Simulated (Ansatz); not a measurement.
Relativity in PIr

```
CELL_PARAMETERS angstrom
0.00000 2.46480 2.46480
2.46480 0.00000 2.46480
2.46480 2.46480 0.00000
ATOMIC_POSITIONS crystal
Ir 0.00000 0.00000 0.00000
P 0.50000 0.50000 0.50000
```

Atom numbers follow the list: Ir1, P2.

Conventional cell: a = 4.930 Å, b = 4.930 Å, c = 4.930 Å, α = 90.00°, β = 90.00°, γ = 90.00°. Ir (atom 1) has 6 P at 2.46 Å as nearest neighbours. Around P (atom 2) lie 6 Ir at 2.46 Å.

The structure comes from a relaxation in the same program, started in the rocksalt type, and has space group Fm-3m. Whether it is a known phase or the ground state wasn't checked.

One fixed cell is solved with PBE by full-potential LAPW in Ansatz 0.2.0 under different relativistic treatments. Pressure is positive in compression.

Numerical set-up: a Γ-centred 13×13×13 k mesh, Fermi–Dirac smearing of 0.05 eV, basis error target 0.5 meV/atom, no spin polarisation.

```csv
setting,P (GPa)
scalar-relativistic,0.04
non-relativistic,?
with spin–orbit coupling,?
"scalar-relativistic, point nuclei",0.02
```

**Question.** What belongs in the row "with spin–orbit coupling", column "P (GPa)"?

**Answer.** 1.26.

**Question.** Give the missing entry: row "non-relativistic", column "P (GPa)".

**Answer.** 15.67.
